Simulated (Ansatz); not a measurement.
B6As:
Space group R-3m, hexagonal axes (No. 166); a = 6.132 Å, b = 6.132 Å, c = 11.897 Å, α = 90.00°, β = 90.00°, γ = 120.00°

```
atom  site  symmetry       x       y       z
----  ----  --------  ------  ------  ------
B      18h        .m  0.2066  0.1033  0.1184
B      18h        .m  0.1503  0.3007  0.0279
As      6c        3m  0.0000  0.0000  0.3996
```
(The calculation used a cell of 14 atoms; values per cell refer to that cell.)

Relaxed with r²SCAN.

### Question
Which orbitals make up the states near the band edges in plane-wave PAW r²SCAN (Ansatz code)?

### Answer
Top 1 eV of the valence band: B 2p 79 %, As 4p 16 %. Bottom 1 eV of the conduction band: B 2p 48 %, As 4p 33 %, B 2s 8 %, As 4s 6 %. Projections are on Löwdin-orthogonalised atomic valence shells; empty p or d shells of many metals are not among them.

### Question
Tabulate the density of states.

### Answer
States/eV per cell of 14 atoms, in 0.25 eV bins, energy from the valence-band maximum.

```
E (eV)  total  B 2p  As 4p  B 2s
------  -----  ----  -----  ----
-7.85    1.16  0.74   0.12  0.28
-7.60    5.26  3.45   0.34  1.38
-7.35    2.73  1.78   0.25  0.63
-7.10    3.06  2.03   0.26  0.69
-6.85    3.09  2.00   0.32  0.69
-6.60    3.75  2.36   0.45  0.85
-6.35    3.97  2.50   0.51  0.85
-6.10    3.32  2.15   0.40  0.68
-5.85    5.71  3.53   0.79  1.22
-5.60    3.82  2.59   0.32  0.74
-5.35    3.61  2.36   0.39  0.64
-5.10    1.79  1.15   0.23  0.32
-4.85    1.75  1.17   0.21  0.29
-4.60    2.50  1.75   0.33  0.37
-4.35    2.34  1.56   0.51  0.24
-4.10    3.29  2.07   0.93  0.24
-3.85    3.34  2.00   1.04  0.25
-3.60    4.03  2.34   1.32  0.30
-3.35    3.34  1.96   1.06  0.28
-3.10    5.71  3.72   1.34  0.57
-2.85    6.20  4.52   0.86  0.74
-2.60    6.57  4.87   1.10  0.51
-2.35    5.59  4.31   0.85  0.37
-2.10    7.85  6.30   1.07  0.41
-1.85    6.51  4.96   1.07  0.41
-1.60    5.97  4.43   1.12  0.38
-1.35    6.13  4.36   1.42  0.30
-1.10    7.80  5.86   1.46  0.41
-0.85    5.40  4.13   1.00  0.24
-0.60    4.27  3.30   0.76  0.18
-0.35    5.05  4.16   0.62  0.24
-0.10    1.03  0.91   0.06  0.05
0.15     0.00  0.00   0.00  0.00
0.40     0.00  0.00   0.00  0.00
0.65     0.00  0.00   0.00  0.00
0.90     0.00  0.00   0.00  0.00
1.15     0.00  0.00   0.00  0.00
1.40     0.00  0.00   0.00  0.00
1.65     0.00  0.00   0.00  0.00
1.90     0.00  0.00   0.00  0.00
2.15     0.00  0.00   0.00  0.00
2.40     0.00  0.00   0.00  0.00
2.65     0.00  0.00   0.00  0.00
2.90     0.02  0.01   0.01  0.00
3.15     0.45  0.19   0.16  0.05
3.40     1.26  0.51   0.49  0.11
3.65     1.85  0.86   0.64  0.14
3.90     2.90  1.75   0.71  0.17
4.15     3.51  2.06   0.85  0.23
4.40     3.30  1.98   0.65  0.31
4.65     1.92  1.20   0.22  0.26
4.90     4.15  2.68   0.38  0.57
5.15     6.77  4.41   0.65  0.85
5.40     4.25  2.60   0.65  0.48
5.65     4.23  2.47   0.67  0.54
5.90     3.12  1.78   0.43  0.40
6.15     3.18  1.81   0.41  0.42
6.40     5.08  2.50   0.81  0.88
6.65     4.57  2.20   0.66  0.93
6.90     4.33  2.01   0.74  0.86
7.15     6.70  3.20   1.19  1.21
7.40     4.26  2.20   0.66  0.75
7.65     3.90  1.94   0.59  0.72
```

The first step of the workflow began from a Materials Project structure, measured or hypothetical; the Crystallography Open Database copy checked does not list it. Its standing as an ambient phase is unchecked. Symmetry was held in the r²SCAN relaxation; of distortions, only those at the zone centre were tested. Scalar-relativistic: spin–orbit coupling is off unless named, which matters more the heavier the elements.

Potentials: the later of the program's two PAW sets.
